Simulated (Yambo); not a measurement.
## Bethe-Salpeter results for Sr$_{2}$OsH$_{6}$

```
Sr2OsH6
1.0
    0.00000     3.81228     3.81228
    3.81228     0.00000     3.81228
    3.81228     3.81228     0.00000
H Sr Os
6 2 1
Direct
  0.77385   0.77385   0.22615
  0.22615   0.22615   0.77385
  0.22615   0.77385   0.77385
  0.77385   0.22615   0.22615
  0.77385   0.22615   0.77385
  0.22615   0.77385   0.22615
  0.75000   0.75000   0.75000
  0.25000   0.25000   0.25000
  0.00000   0.00000   0.00000
```

The geometry is that of Materials Project entry mp-1078677, symmetrised and not relaxed again.

BSE in Yambo on norm-conserving LDA (Quantum ESPRESSO, 74 Ry, without SOC) bands: 6×6×6 mesh, 6 valence and 6 conduction bands, static screening with 61 bands and a 3 Ry block, scissor 1.30 eV, Tamm-Dancoff; field along x.

```
state  energy (eV)  states within 2 meV  relative strength  class    main transitions
-----  -----------  -------------------  -----------------  -----  ------------------
1             2.92                    3             < 0.01   dark  several band pairs
2             3.20                    3             < 0.01   dark  several band pairs
3             3.38                    3             < 0.01   dark  several band pairs
4             3.40                    3             < 0.01   dark  several band pairs
5             3.42                    2             < 0.01   dark      VB → CB (76 %)
6             3.45                    1             < 0.01   dark      VB → CB (93 %)
7             3.48                    3             < 0.01   dark    VB−1 → CB (71 %)
8             3.52                    3               1.00   weak  several band pairs
```

These are vertical excitations (zero momentum). The direct quasiparticle gap on this mesh is 3.62 eV; counted from there, state 1 is bound by 0.70 eV. On a 4×4×4 mesh the same difference is 0.74 eV.

Spin singlets only. Strengths are relative to the strongest of the lowest states of this run; strong means a line over 3 % of the spectrum's maximum, dark under 0.03 %. Absolute energies carry the error of the G0W0 scissor, whose convergence isn't established.

Spin-orbit coupling is left out, which matters for elements this heavy: edges can move by tenths of an eV.

The structure is a Materials Project entry; no match was found in the copy of COD used, and its stability was not checked.
